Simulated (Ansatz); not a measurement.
Input and command of a plane-wave DFT calculation in Ansatz:

```yaml
crystal:
  lattice:
    - [3.2092715325, 0.0, 0.0]
    - [-1.6046357662, 2.7793106748, 0.0]
    - [0.0, 0.0, 5.21033]
  atoms:
    - { symbol: Mg, position: [0.3854645597, 0.704829373, 0.2212110365] }
    - { symbol: Mg, position: [0.6666666667, 0.3333333333, 0.75] }
basis:
  ecutwfc: 420
kpoints:
  mp_grid: { grid: [18, 18, 10] }
hamiltonian:
  xc: pbesol
scf:
  occupations: { method: gaussian, width: 0.15 }
output:
  forces: true
  stress: true
  eigenvalues: true
  write_density: true
  write_potential: true
  elf: true
  volumetric_format: npy
```

```bash
ansatz run input.yaml --threads 1 --pin off --max-ram 2560MiB --backend cpu --events-out ev --progress --plain --runs-dir out
```

Processor: Arm Neoverse V2, 1 thread, on a host shared with other jobs.

Q: Estimate time, memory and problem size.

A: About 46 s on 1 thread of Arm Neoverse V2, with other jobs on the host, peak memory 1 GiB. It solves 14 bands at 1624 k points (the mesh reduced by symmetry) with about 941 plane waves, in 6 SCF iterations.
